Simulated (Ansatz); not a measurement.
Sb:
Space group R-3m, hexagonal axes (No. 166); a = b = 4.322 Å, c = 11.064 Å, α = β = 90.00°, γ = 120.00°

| atom | site | symmetry | x | y | z |
|---|---|---|---|---|---|
| Sb | 6c | 3m | 0.0000 | 0.0000 | 0.2643 |
(The calculation used a cell of 2 atoms; values per cell refer to that cell.)

Relaxed with PBEsol. DFT-PBEsol in the program Ansatz with PAW potentials gives no gap.

Q: What gap does HSE06 give on the same cell (Ansatz, PAW)?

A: It stays without a gap at the points solved. The hybrid was solved on a coarser mesh and at special points; the gap given is the minimum over both. On such a mesh it can open a false gap in a semimetal.

```tsv
k	v1 PBEsol	c1 PBEsol	v1 HSE06	c1 HSE06
Γ	-1.59	2.54	-1.88	2.95
T	-0.26	0.19	___	___
L	-0.09	0.03	___	___
F	-3.49	1.79	___	___
S0	-2.69	3.09	___	___
H0	-0.36	0.82	-0.48	1.09
```

Q: Top valence (v1) and lowest conduction level (c1) in eV from each method's valence maximum (which need not be a listed point): supply the withheld HSE06 values.

A: 
- F, v1 HSE06: -4.00
- F, c1 HSE06: 2.10
- S0, v1 HSE06: -3.01
- S0, c1 HSE06: 3.54
- T, v1 HSE06: 0.00
- T, c1 HSE06: 0.30
- L, v1 HSE06: -0.17
- L, c1 HSE06: 0.28

Cost on shared cores: the PBEsol run (SCF on a 12×12×12 mesh, then bands and DOS) around 30 core-seconds (rough), the HSE06 run (SCF on 6×6×6, then a few points) very roughly 90 core-seconds; the tasks are unlike.

The PBEsol relaxation kept the symmetry of its start. Scalar-relativistic: spin–orbit coupling is off unless named, which matters more the heavier the elements.

Potentials: the earlier of the program's two PAW sets. The files were generated under PBE; for other functionals the program regenerates the frozen cores, and for LDA and PBEsol the local potential too.
